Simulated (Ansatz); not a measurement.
The relaxed structure here is a generated cell of Co2Si: the first start was made by placing the elements on the sites of a structure type, and the end was not matched to a known phase here, so it may be hypothetical.

One stationary structure of Co2Si. Space group Fd-3m (No. 227), AFLOW prototype AB2_cF48_227_c_e (as in Ti2C). These are PBE (plane waves to 420 eV, PAW, scalar-relativistic; Ansatz, an electronic-structure program) values and carry that method's errors.

Space group Fd-3m, origin choice 1 (No. 227); a = b = c = 8.3281 Å, α = β = γ = 90.00°

```csv
atom,site,symmetry,x,y,z
Si,16c,.-3m,0.1250,0.1250,0.1250
Co,32e,.3m,0.3964,0.3964,0.3964
```
(The calculation used a cell of 12 atoms; values per cell refer to that cell.)

Task: What is the computed magnetic moment (PBE)?

Result: Net 0.49 μB/atom, ferromagnetic.

Spin state reached: ferromagnetic (net 0.49 μB/atom), from parallel starting moments; other spin orders were not run from this start.

The run could not lose the symmetry of its start, so the end can be a saddle point.
